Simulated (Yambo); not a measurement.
Yambo run on BaHI (space group P4/nmm, No. 129). The wavefunctions come from this Quantum ESPRESSO step (LDA, PseudoDojo standard norm-conserving files, scalar-relativistic):

```
&CONTROL
  calculation = 'nscf'
  pseudo_dir = './pseudo'
  outdir = './out'
/
&SYSTEM
  ibrav = 0
  nat = 6
  ntyp = 3
  ecutwfc = 74.0
  ecutrho = 296.0
  occupations = 'fixed'
  force_symmorphic = .true.
  nbnd = 244
/
&ELECTRONS
  conv_thr = 6.000000000000001e-09
  diago_full_acc = .true.
  diago_thr_init = 1e-08
/
ATOMIC_SPECIES
H 1.0080 H.upf
I 126.9045 I.upf
Ba 137.3270 Ba.upf
CELL_PARAMETERS angstrom
  4.775810000000   0.000000000000   0.000000000000
  0.000000000000   4.775810000000   0.000000000000
  0.000000000000   0.000000000000   7.800230000000
ATOMIC_POSITIONS crystal
H   0.500000000000   0.500000000000   0.000000000000
H   0.000000000000   0.000000000000   0.000000000000
I   0.000000000000   0.500000000000   0.659570000000
I   0.500000000000   0.000000000000   0.340430000000
Ba   0.500000000000   0.000000000000   0.826900000000
Ba   0.000000000000   0.500000000000   0.173100000000
K_POINTS automatic
2 2 2 0 0 0
```

Yambo input:

```
rim_cut
gw0
dyson
el_el_corr
HF_and_locXC
ppa
em1d
RandQpts= 1000000
RandGvec= 1 Ry
EXXRLvcs= 74 Ry
VXCRLvcs= 296 Ry
Chimod= "HARTREE"
% BndsRnXp
 1 | 243 |
%
NGsBlkXp= 7 Ry
% LongDrXp
 1.0 | 1.0 | 1.0 |
%
PPAPntXp= 27.2114 eV
% GbndRnge
 1 | 243 |
%
GTermKind= "BG"
DysSolver= "n"
ExtendOut
% QPkrange
 1 | 1 | 18 | 19 |
 2 | 2 | 18 | 19 |
%
```

k points by index: 1 = Γ, 2 = Z.

Table of the .qp output:

```
#    K-point    Band    Eo [eV]    E [eV]    E-Eo [eV]    Vxc [eV]    Vnlxc [eV]    Sc|Eo [eV]    Sc|E [eV]    dSc/dw|Eo [eV]    Re(Z)    Im(Z)
#
    1    18    -0.992480    -1.963709    -0.971229    -10.31177    -13.09209    1.554521    1.809098    -7.131710    0.792336    -0.001591
    1    19    3.009392    3.633244    0.623852    -8.714260    -4.234516    -3.722921    -3.855892    -5.798692    0.824334    -0.001325
    2    18    0.000000    -0.992112    -0.992112    -11.24946    -13.93320    1.440182    1.691635    -6.896003    0.797812    -0.001517
    2    19    2.604608    3.172913    0.568306    -8.305238    -4.063809    -3.554745    -3.673124    -5.666888    0.827638    -0.001305
```
(The two width columns are left out.) Convergence of these settings isn't established.

Spin-orbit coupling is not included.

Geometry of the Materials Project entry, not relaxed at this level.
